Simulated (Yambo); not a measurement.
## How GW settings move the gap: Al2O3

G0W0@PBEsol for Al₂O₃ (corundum, space group R-3c, No. 167) in Yambo. Reference settings: 4×4×4 Γ-centred k mesh, 169 bands and a 8 Ry block in the screening, 169 bands in G with the Bruneval-Gonze terminator, plasmon pole fitted at 27.2 eV. The PBEsol gap Γ → Γ on this mesh is 5.82 eV; G0W0 gaps are taken between the same points.

| change from the reference | G0W0 gap Γ → Γ (eV) | shift of the valence edge (eV) |
|---|---|---|
| reference settings | 8.18 | -1.33 |
| 3 Ry block | 7.93 | -1.22 |
| pole fitted at 15 eV | 8.15 | -1.28 |
| 66 bands in G, no terminator | 7.98 | -0.63 |

The reference isn't shown to be the converged limit.

Geometry of the Materials Project entry, not relaxed at this level; primitive cell a = 5.178 Å, b = 5.178 Å, c = 5.178 Å, α = 55.29°, β = 55.29°, γ = 55.29°.

A shift is the quasiparticle energy of the state minus its PBEsol energy.
